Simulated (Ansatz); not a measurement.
Property card for CdInNO

CdInNO:
Space group P3m1 (No. 156); a = b = 3.5698 Å, c = 5.7657 Å, α = β = 90.00°, γ = 120.00°

```tsv
atom	site	symmetry	x	y	z
In	1b	3m.	0.3333	0.6667	0.5076
Cd	1c	3m.	0.6667	0.3333	0.9943
O	1b	3m.	0.3333	0.6667	0.1392
N	1c	3m.	0.6667	0.3333	0.6090
```

Space group P3m1 (No. 156); conventional cell a = b = 3.570 Å, c = 5.766 Å, α = β = 90.00°, γ = 120.00°.

Method: r²SCAN (plane waves, PAW; program Ansatz). The cell and atoms are relaxed at this level. Other levels are named where they apply.

Cell and energy:

```yaml
volume_per_atom: 15.91 Å³
density: 6.71 g/cm³
Formation energy from the elements (no fitted shifts): -0.63 eV/atom
```

Electronic structure:

```yaml
electronic_character: no gap, with almost no states at the Fermi level (zero-gap or semimetallic)
Density of states at the Fermi level: 0.01 states/eV per atom (mean over ±0.08 eV)
HSE06 gap on the r²SCAN cell: 0.64 eV (a hybrid on a coarse mesh can open a false gap in a semimetal)
Gap with spin–orbit coupling: none (metallic)
```

Mechanics:

```yaml
Bulk modulus (Birch–Murnaghan fit): 123 GPa
Pressure derivative B′: 4.5
```

Charges:

```yaml
bader_charges: In +1.61, Cd +1.14, O -1.25, N -1.50 e
```

The start of the workflow was typed in or built on a structure type; neither database checked (COD, Materials Project) lists it. Its standing as an ambient phase is unchecked. Symmetry was held in the r²SCAN relaxation; whether a distortion lowers the energy is not shown. The references are the lowest solids computed at this level, not always the standard phases (solids in place of the gases). Spin–orbit coupling is left out wherever it is not named.

Potentials: the earlier of the program's two PAW sets.
